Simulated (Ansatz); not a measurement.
TiRh:
```cif
data_RhTi
_chemical_formula_sum 'Ti1 Rh1'
_space_group_name_H-M_alt 'Pm-3m'
_space_group_IT_number 221
_space_group_name_Hall '-P 4 2 3'
_cell_length_a 3.09111
_cell_length_b 3.09111
_cell_length_c 3.09111
_cell_angle_alpha 90.000
_cell_angle_beta 90.000
_cell_angle_gamma 90.000
loop_
_atom_site_label
_atom_site_type_symbol
_atom_site_symmetry_multiplicity
_atom_site_Wyckoff_symbol
_atom_site_fract_x
_atom_site_fract_y
_atom_site_fract_z
_atom_site_occupancy
Ti1 Ti 1 b 0.50000 0.50000 0.50000 1
Rh1 Rh 1 a 0.00000 0.00000 0.00000 1
```

This is the r²SCAN-relaxed structure.

Problem. All from r²SCAN (plane waves, PAW; program Ansatz), unless another level is named. Estimate the bulk modulus (Birch–Murnaghan fit).

Solution. 203 GPa.

Problem. What about the elastic constants (relaxed ions, GPa)?

Solution. C11 = 152, C12 = 227, C44 = 59.3.

Problem. Give the highest zone-centre frequency.

Solution. 187 cm⁻¹.

The workflow started from a Materials Project entry (that database holds measured and hypothetical structures alike); the Crystallography Open Database copy checked does not list it. COD files the formula under space group No. 123. Its standing as an ambient phase is unchecked. The r²SCAN relaxation kept the symmetry of its start. At this level the phase is mechanically unstable. The run is not spin-polarised. As this level gives no gap, shear constants depend on the k-mesh and smearing (Fermi–Dirac, 0.1 eV here). As this level gives no gap, phonon frequencies hold no LO–TO term and depend on the k-mesh and smearing (Fermi–Dirac, 0.1 eV here).

Potentials: the later of the program's two PAW sets.
